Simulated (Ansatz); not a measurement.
SrTl$_{2}$, a database entry at a rescaled volume

```xyz
6
Lattice="2.5272 4.3772 0.0000 -2.5272 4.3772 0.0000 0.0000 0.0000 8.1852" Properties=species:S:1:pos:R:3 pbc="T T T"
Tl   -0.0003    2.9183    3.6997
Tl   -0.0003    5.8361    7.7923
Tl   -0.0003    2.9183    0.3929
Tl    0.0000    5.8365    4.4855
Sr    0.0000    0.0000    2.0463
Sr    0.0000    0.0000    6.1389
```

Method: r2SCAN, no spin polarisation; PAW, plane waves to 500 eV, 8×8×4 Γ-centred mesh, fermi-dirac occupations (width 0.1 eV) (Ansatz 0.2.0), atoms fixed.

**Contacts.** Tl–Tl at 3.02 Å: least valence density 0.25 e/Å³ and ELF 0.33 there. Tl–Sr at 3.35 Å: least valence density 0.10 e/Å³ and ELF 0.07 there. Both are smooth PAW fields, read partly inside the augmentation spheres.
**Charges.** Bader charges in e: Sr +1.35, Tl -0.67. In the mean Sr gives up most and Tl takes most.
**Electronic structure.** It is a metal, with about 0.59 states/eV a cell as the mean within 0.25 eV of the Fermi level, mostly Tl p (72 %).
**Formation energy.** -0.44 eV an atom against the elements' usual phases (free molecules for gases, crystals otherwise, with no correction for O₂ or N₂), so it is bound against them; other compounds may still compete. Relaxing would lower it.
**Forces.** Nearly at rest: the largest force is 0.030 eV/Å.
**Stress.** The pressure is 1.7 GPa (compression positive), so with the atoms held at these fractions the cell would first expand.

Origin: a database entry at a rescaled volume.

Run time, from a saved density: 94 s on 1 thread of Arm Neoverse V1, with other jobs on the host, peak memory 0.93 GiB. The time holds forces, stress, Bader, DOS, bands, ELF.
